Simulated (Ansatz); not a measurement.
With the program Ansatz at the PBEsol level (PAW), SiC2 in the tetragonal phase (P4_2/mmc; Si on 2e, C on 4i) relaxes to a = 3.156 Å, c = 6.870 Å. Si has 4 nearest neighbours from 1.89 Å (tetrahedral). Against the elements it lies at 0.43 eV/atom, with no fitted shifts.

Electronic character: metallic (no gap).

An equation-of-state fit gives a bulk modulus of 162 GPa. The highest mode at Γ lies at 1499 cm⁻¹.

The start of the workflow was typed in or built on a structure type; neither database checked (COD, Materials Project) lists it. Its standing as an ambient phase is unchecked. The cell was relaxed with PBEsol under the symmetry of its start; whether a distortion lowers the energy is not shown. Its formation energy is positive at this level, so the cell may be metastable or incomplete. As this level gives no gap, phonon frequencies hold no LO–TO term and depend on the k-mesh and smearing (Fermi–Dirac, 0.1 eV here). The references are the lowest solids computed at this level, not always the standard phases.

Potentials: the earlier of the program's two PAW sets. The files were generated under PBE; for other functionals the program regenerates the frozen cores, and for LDA and PBEsol the local potential too.
